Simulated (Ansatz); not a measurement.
A geometry of AlPt away from equilibrium: step 2 of the relaxation of a relaxed AlPt cell, doubled along one cell vector, shaken by Gaussian noise of σ = 0.08 Å a coordinate. Level of theory: PBE (plane waves to 420 eV, PAW, scalar-relativistic; Ansatz, an electronic-structure program). Γ-centred k-mesh 11×11×6 on the run's cell (coarser than for final values), Fermi–Dirac smearing 0.05 eV.

```
CELL_PARAMETERS angstrom
      0.01633     2.58378     2.58355
      2.57550     0.01459     2.58529
      5.11465     5.13470     0.06552
ATOMIC_POSITIONS crystal
  Al 0.50857 0.50047 0.25345
  Al 0.49652 0.51361 0.75492
  Pt 0.00513 0.02244 0.98996
  Pt 0.98084 0.99462 0.51566
```

What forces act on the atoms (eV/Å)?


```json
[
 {"atom": "Al1", "Fx": "0.12", "Fy": "-0.14", "Fz": "-0.03"},
 {"atom": "Al2", "Fx": "-0.20", "Fy": "-0.06", "Fz": "-0.16"},
 {"atom": "Pt3", "Fx": "0.21", "Fy": "0.26", "Fz": "-0.17"},
 {"atom": "Pt4", "Fx": "-0.14", "Fy": "-0.06", "Fz": "0.36"}
]
```

What is the pressure?

+0.9 GPa, compression positive.

How much energy per atom can still be gained by relaxing?

0.01 eV/atom; the path ends in Immm (No. 71) at a tolerance of 0.01 Å, Fm-3m (No. 225) at 0.1 Å.

No spin polarisation in the result.

The end of the path is a generated cell of AlPt: the first start was made by a random draw of sites in a space group, and the end was not matched to a known phase here, so it may be hypothetical.
